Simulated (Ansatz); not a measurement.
Si₂Mo₃: computed property card

Si2Mo3:
```
Si2Mo3
1.0
    6.57406     0.00000     0.00000
    0.00000     6.57406     0.00000
    0.00000     0.00000     3.25405
Si Mo
4 6
Cartesian
  0.87711   4.16414   0.00000
  5.69695   2.40992   0.00000
  2.40992   0.87711   0.00000
  4.16414   5.69695   0.00000
  3.28703   3.28703   0.00000
  0.00000   0.00000   0.00000
  4.35448   1.06745   1.62702
  2.21958   5.50661   1.62702
  5.50661   4.35448   1.62702
  1.06745   2.21958   1.62702
```

Space group P4/mbm (No. 127); conventional cell a = 6.5741 Å, b = 6.5741 Å, c = 3.2540 Å, α = 90.00°, β = 90.00°, γ = 90.00°.

Method: the program Ansatz at the PBEsol level (PAW). Geometry: relaxed at this level of theory. Other levels are named where they apply.

**Cell and energy**

* **Volume per atom**: 14.06 Å³
* **Density**: 8.12 g/cm³
* **Formation energy from the elements (no fitted shifts)**: -0.32 eV/atom

**Electronic structure**

Electronic character: metallic (no gap)
Density of states at the Fermi level: 0.66 states/eV per atom (mean over ±0.08 eV)
Gap with spin–orbit coupling: none (metallic)

**Mechanics**

- Bulk modulus (Birch–Murnaghan fit): 242 GPa
- Pressure derivative B′: 4.4

**Charges**

- Bader charges = Si -0.28, Mo +0.18 to +0.20 e

The workflow started from a Materials Project entry (that database holds measured and hypothetical structures alike); the Crystallography Open Database copy checked does not list it. Its standing as an ambient phase is unchecked. The PBEsol relaxation kept the symmetry of its start; its stability against distortions is not shown here. The run is not spin-polarised. The references are the lowest solids computed at this level, not always the standard phases. Scalar-relativistic: spin–orbit coupling is off unless named, which matters more the heavier the elements.

Potentials: the later of the program's two PAW sets.
